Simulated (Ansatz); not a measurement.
LiC₆ in space group P6/mmm (No. 191; Li on 1a, C on 6k) under volume change, PBEsol in the plane-wave PAW code Ansatz, shape and atoms relaxed at each volume.

| V (Å³/atom) | E − E(relaxed) (meV/atom) | P (GPa) |
|---|---|---|
| 7.644 | 16.3 | 7.49 |
| 7.896 | 6.9 | 4.59 |
| 8.148 | 1.6 | 2.16 |
| 8.400 | 0.0 | 0.00 |
| 8.652 | 1.4 | -1.79 |
| 8.904 | 5.4 | -3.27 |
| 9.156 | 11.5 | -4.44 |

Problem. What does a third-order Birch–Murnaghan fit give for V₀, B₀ and B′?

Solution. V₀ = 8.40 Å³/atom, B₀ = 63.7 GPa, B′ = 4.7.

The workflow started from a Materials Project entry (that database holds measured and hypothetical structures alike); the Crystallography Open Database copy checked does not list it. Its standing as an ambient phase is unchecked. The PBEsol relaxation kept the symmetry of its start; of distortions, only those at the zone centre were tested.

Potentials: the later of the program's two PAW sets.
